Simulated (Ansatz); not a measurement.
Hf (hcp (Mg type), space group No. 194) under volume change, DFT-r²SCAN+D4 in the program Ansatz with PAW potentials, shape and atoms relaxed at each volume.

```tsv
V (Å³/atom)	E − E(relaxed) (meV/atom)	P (GPa)
20.256	71.8	12.28
20.924	(withheld)	(withheld)
21.592	7.3	3.57
22.259	0.0	0.00
22.927	6.7	-3.12
23.595	25.5	-5.86
24.263	(withheld)	(withheld)
```

### Question
Some entries are withheld; supply them.

### Answer

- 20.924, E − E(relaxed) (meV/atom): 30.5
- 20.924, P (GPa): 7.65
- 24.263, E − E(relaxed) (meV/atom): 55.0
- 24.263, P (GPa): -8.27

### Question
What does a third-order Birch–Murnaghan fit give for V₀, B₀ and B′?

### Answer
V₀ = 22.26 Å³/atom, B₀ = 111 GPa, B′ = 3.4.

Space group P6_3/mmc (hcp (Mg type)). Symmetry was held in the r²SCAN+D4 relaxation. The run is not spin-polarised. The pairwise dispersion correction was not fitted to metals. Spin–orbit coupling is left out wherever it is not named.

Potentials: the later of the program's two PAW sets.
